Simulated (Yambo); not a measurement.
A G0W0@LDA run in Yambo for Li3Zn2SbO6 (space group C2/m, No. 12) (2×2×2 Γ-centred k mesh, bands 12 to 202 and a 7 Ry block in the screening, 202 bands in G with the Bruneval-Gonze terminator, plasmon pole fitted at 27.2 eV) gives these matrix elements, in eV, at the band edges ((-0.5, -0.5, 0) → Γ):

| state | E0 | <Vxc> | <Σx> | <Σc(E0)> | Z |
|---|---|---|---|---|---|
| valence edge | 0.000 | -22.232 | -28.002 | 4.587 | 0.789 |
| conduction edge | 2.418 | -15.907 | -11.715 | -2.959 | 0.828 |

Problem. Solve the linearised quasiparticle equation for both states, give the gap, and say how exchange and correlation each act on it.

Solution. E = E0 + Z(Σx + Σc − Vxc). Valence: 0.000 + 0.789 × (-28.002 + (4.587) − (-22.232)) = -0.93 eV. Conduction: 2.418 + 0.828 × (-11.715 + (-2.959) − (-15.907)) = 3.44 eV. The gap is 4.37 eV, against 2.42 eV in LDA. Replacing Vxc by bare exchange alone would open it by 9.96 eV; correlation takes back 7.55 eV of that, and Z scales what is left. Nearest settings tried, and what they do to the gap: 164 bands in W, 164 bands in G: +42 meV; 6 Ry block (193 vectors against 263): -43 meV; 4×4×4 mesh: -5 meV. So the settings aren't converged at that level. Oxides, nitrides and fluorides with a shallow 3d shell are known to need far more bands and larger blocks. The k mesh is coarse. Without spin-orbit coupling, band edges of such heavy elements can be off by tenths of an eV.

The standard potential for Sb keeps a d shell in the valence without the s and p states of that shell. In tests on such compounds this moved G0W0 gaps by up to about 0.9 eV, so absolute quasiparticle energies here are unreliable; differences between settings are what counts.

Geometry of the Materials Project entry, not relaxed at this level; primitive cell a = b = 5.301 Å, c = 5.271 Å, α = β = 100.02°, γ = 119.77°.

The structure is a Materials Project entry; no match was found in the copy of COD used, and its stability was not checked.
